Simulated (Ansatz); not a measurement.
Given:

BW₂:
```
BW2
1.0
    3.45829     0.00000     0.00000
    0.00000     3.45829     0.00000
    0.00000     0.00000     6.36330
W B
4 2
Direct
  0.00000   0.00000   0.00000
  0.50000   0.50000   0.00000
  0.50000   0.00000   0.35982
  0.00000   0.50000   0.64018
  0.50000   0.00000   0.72167
  0.00000   0.50000   0.27833
```

This is the PBEsol-relaxed structure.

**Question.** All from DFT-PBEsol in the program Ansatz with PAW potentials, unless another level is named. Estimate the highest zone-centre frequency.

**Answer.** 566 cm⁻¹.

**Question.** And the bulk modulus (Birch–Murnaghan fit)?

**Answer.** 310 GPa.

Space group P4/nmm. A made-up cell: these elements were put on the sites of a structure type; neither database checked (COD, Materials Project) lists it. COD files the formula under space group No. 140. Its standing as an ambient phase is unchecked. The PBEsol relaxation kept the symmetry of its start; whether a distortion lowers the energy is not shown. No spin polarisation was allowed. As this level gives no gap, phonon frequencies hold no LO–TO term and depend on the k-mesh and smearing (Fermi–Dirac, 0.1 eV here). Scalar-relativistic: spin–orbit coupling is off unless named, which matters more the heavier the elements.

Potentials: the earlier of the program's two PAW sets. The files were generated under PBE; for other functionals the program regenerates the frozen cores, and for LDA and PBEsol the local potential too.
